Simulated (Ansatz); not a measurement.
**Fields on a plane of P (black-P type, space group Cmce)**

```
P
1.0
    1.65109    -5.34545     0.00000
    1.65109     5.34545     0.00000
    0.00000     0.00000     4.46660
P
4
Cartesian
  1.65109   1.05938   2.61322
  1.65109  -1.05938   1.85338
  1.65109  -4.28606   4.08668
  1.65109   4.28606   0.37992
```

The slice is a (001) plane (indices of the conventional cell) through the point (0.401, 0.599, 0.585) (fractional), spanned by u = [110] and v = [1 -1 0] in vectors of this cell: u (3.30 Å) and v (10.69 Å, at 90° to u). It covers one period; positions are fractions (u, v).

Atoms on it: P at (0.00, 0.00); P at (0.50, 0.50). Other atoms lie within 1 Å of the plane.

These are r2SCAN+rVV10 (plane waves to 500 eV, PAW, scalar-relativistic; Ansatz, a program for electronic structure) values and carry that method's errors. k mesh 10×10×8. Inside the PAW spheres the values are not all-electron values, and peaks at nuclei hang on which shells count as valence. P was relaxed with its symmetry unable to fall. The PAW data are Ansatz's earlier set.

```
|xxxxxx0055665500xxxx|
|xxxx00336677663300xx|
|00114477888888774411|
|77778899999999998877|
|99999999999999999999|
|99999999998899999999|
|99998877665566778899|
|99887733000000337788|
|88775500xxxxxx005577|
|88774400xxxxxx004477|
|8877550000xx00005577|
|88776633110011336677|
|77775522000000225577|
|77662200xxxxxx002266|
|665500xxxxxxxxxx0055|
|554400xxxxxxxxxx0044|
|665500xxxxxxxxxx0055|
|77663300xxxxxx003366|
|88887744110011447788|
|99999988777777889999|
|99999999999999999999|
|88999999999999999999|
|55667788999999887766|
|00003377889988773300|
|xxxx00557788775500xx|
|xxxx00447788774400xx|
|xx000055778877550000|
|00113366778877663311|
|00002255777777552200|
|xxxx00226677662200xx|
|xxxxxx0055665500xxxx|
|xxxxxx0044554400xxxx|
```
Scale: ten equal steps from 0.00 (start of '0') to 8.83 (end of '9'), in the order '0123456789'. Values: electrostatic potential energy of an electron, from the cell's mean, in eV. The map has 10 points along u (two characters each, u = 0 at the left) and 32 along v (v = 0 in the bottom row). Points within 0.9 Å of a nucleus are blanked (x), as the pseudised field means little there. Values under 0 eV are set to 0. The zero, the cell's mean, hangs on the PAW cores.

```
|xx338877331133778833|
|88998866220022668899|
|99997744000000447799|
|77773300000000003377|
|11110000001100000011|
|00000033778877330000|
|00003388999999883300|
|00116699999999996611|
|00116688999999886611|
|00004477888888774400|
|00002266778877662200|
|00001155778877551100|
|00002255778877552200|
|11224466777777664422|
|2244666611xx11666644|
|22447766xxxxxx667744|
|1133778833xx33887733|
|00226688998899886622|
|00004477999999774400|
|00000033777777330000|
|11000000111111000000|
|88773300000000003377|
|99998833000000338899|
|99999966110011669999|
|99998866110011668899|
|88887744000000447788|
|88776622000000226677|
|88775511000000115577|
|88775522000000225577|
|77776644221122446677|
|xx116666442244666611|
|xxxx66774422447766xx|
```
Scale: ten equal steps from 0.03 (start of '0') to 0.97 (end of '9'), in the order '0123456789'. Values: electron localisation function (ELF). The map has 10 points along u (two characters each, u = 0 at the left) and 32 along v (v = 0 in the bottom row). Points within 0.4 Å of a nucleus are blanked (x), as the pseudised field means little there.
